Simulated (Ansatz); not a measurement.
ZnSnN$_{2}$:
```
CELL_PARAMETERS angstrom
      5.84663     0.00000     0.00000
      0.00000     6.73288     0.00000
      0.00000     0.00000     5.47400
ATOMIC_POSITIONS crystal
  Zn 0.58267 0.87497 0.99880
  Zn 0.41733 0.12503 0.49880
  Zn 0.91733 0.37497 0.49880
  Zn 0.08267 0.62503 0.99880
  Sn 0.58805 0.37508 0.99923
  Sn 0.41195 0.62492 0.49923
  Sn 0.91195 0.87508 0.49923
  Sn 0.08805 0.12492 0.99923
  N  0.58252 0.37439 0.37827
  N  0.41748 0.62561 0.87827
  N  0.91748 0.87439 0.87827
  N  0.08252 0.12561 0.37827
  N  0.57996 0.87569 0.37369
  N  0.42004 0.12431 0.87369
  N  0.92004 0.37569 0.87369
  N  0.07996 0.62431 0.37369
```

Relaxed with r²SCAN. Special points in fractions of this cell's reciprocal vectors: Γ (0.000, 0.000, 0.000); X (0.500, 0.000, 0.000); S (0.500, 0.500, 0.000); Y (0.000, 0.500, 0.000); Z (0.000, 0.000, 0.500); U (0.500, 0.000, 0.500); R (0.500, 0.500, 0.500); T (0.000, 0.500, 0.500).

### Question
List the band energies nearest the valence-band maximum at these points for DFT-r²SCAN with spin–orbit coupling in the program Ansatz with PAW potentials.

### Answer
In eV from the valence-band maximum; about four levels below and three above (degenerate sets whole), none deeper than 8.9 eV; points with the same levels are listed once.

```tsv
k	below	above
Γ	-0.04 -0.04 0.00 0.00	0.53 0.53 3.27 3.27
X	-0.41 -0.41 -0.39 -0.39	2.91 2.91 2.94 2.94
S	-0.85 -0.85 -0.85 -0.85	3.54 3.54 3.54 3.54
Y	-0.44 -0.44 -0.42 -0.42	2.67 2.67 2.69 2.69
Z	-0.46 -0.46 -0.46 -0.46	2.95 2.95 2.95 2.95
U	-1.02 -1.02 -1.01 -1.01 -1.01 -1.01	3.58 3.58 3.60 3.60 3.60 3.60
R	-1.19 -1.19 -1.19 -1.19	4.11 4.11 4.11 4.11
T	-0.94 -0.94 -0.92 -0.92	3.73 3.73 3.75 3.75
```

Space group Pna2_1. The cell was relaxed with r²SCAN under the symmetry of its start.

Potentials: the later of the program's two PAW sets.
